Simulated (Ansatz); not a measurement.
The relaxed structure here is a generated cell of ZnCu2SnS4: the first start was made by a random draw of sites in a space group, and the end was not matched to a known phase here, so it may be hypothetical. Known forms of ZnCu2SnS4 include space group No. 82.

One stationary structure of ZnCu₂SnS₄. The numbers are results of PBE (plane waves to 420 eV, PAW, scalar-relativistic; Ansatz, an electronic-structure program), not measurements.

```xyz
8
Lattice="7.1758 -1.9377 0.0000 7.1758 1.9377 0.0000 -3.0844 0.0000 5.9133" Properties=species:S:1:pos:R:3 pbc="T T T"
Cu     4.4740     0.0000     0.8265
Cu    -0.3265     0.0000     3.2864
S     12.1234     0.0000     2.0130
S      7.9743     0.0000     2.6341
S      3.1913     0.0000     5.2218
S     -0.6090     0.0000     5.5820
Sn    10.2435     0.0000     3.5728
Zn     8.5848     0.0000     0.3167
```

Q: Determine the symmetry and give the standard cell with its independent sites.

A: Space group Cm (No. 8); a = 14.3516 Å, b = 3.8754 Å, c = 6.6694 Å, α = γ = 90.00°, β = 117.55°

```
atom  site  symmetry       x       y       z
----  ----  --------  ------  ------  ------
Cu      2a         m  0.1582  0.5000  0.8602
Cu      2a         m  0.4033  0.5000  0.4442
S       2a         m  0.0821  0.0000  0.6596
S       2a         m  0.3486  0.0000  0.5546
S       2a         m  0.0879  0.5000  0.1169
S       2a         m  0.3396  0.5000  0.0560
Sn      2a         m  0.1564  0.0000  0.3958
Zn      2a         m  0.3903  0.0000  0.9464
```

Q: Give the shortest distances between elements (the closest pairs, up to four, under 3.6 Å).

A: Cu–S 2.29 Å; S–Zn 2.30 Å; S–Sn 2.44 Å; S–S 3.58 Å.

| Item | Result |
|---|---|
| Volume per atom | 20.56 Å³ |
| Density | 4.44 g/cm³ |
| Band gap | no gap on the sampled points, where the bands overlap only slightly; such a result is sensitive to mesh and level |

No spin polarisation in the result.

It was reached from a disturbed copy of a F222 (No. 22) cell, against which it lies -0.52 eV/atom.
